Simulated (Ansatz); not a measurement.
**MgS: strain energy, fitted**

MgS, Fm-3m, a = 5.182 Å. Ansatz: PBEsol, PAW, 420 eV, Γ-centred 6×6×6 mesh on 4 atoms, Gaussian smearing 0.02 eV; no spin polarisation. Series: uniaxial strain along a, with b, c and atoms relaxed; x is the strain in per cent. The axes a, b, c are those of the computed cell (3.664, 3.664, 5.182 Å), along [1 1 0], [-1 1 0], [0 0 1] of the cell named above. y is the free energy over the unstrained cell, V0 = 17.394 Å³/atom.

| x (%) | y (meV/atom) |
| --- | --- |
| -6.0 | 29.79 |
| -4.0 | 12.71 |
| -2.0 | 3.07 |
| 0.0 | 0.00 |
| 2.0 | 2.72 |
| 4.0 | ? |
| 6.0 | 22.78 |

Question: Fit y = c2 x² + c3 x³ to the other rows, turn c2 into a modulus, and predict the missing energy.

Answer: Least squares on the rows shown. y = 0.73001 x² − 0.016229 x³. In eV per unit strain² c2 is 7.300; this is Young's modulus along the axis (E = ½ Y V0 ε²): 2 × 7.300 × 160.2 / (17.394) = 134 GPa. The unstrained cell keeps some stress along the strain, worth a slope of -0.03 meV/atom per %, which the form leaves out. At x = 4.0 the fit asked for gives 10.64 meV/atom. The run gave 10.52 meV/atom, so the fit is 0.12 meV/atom too high, a small miss on the scale of the series.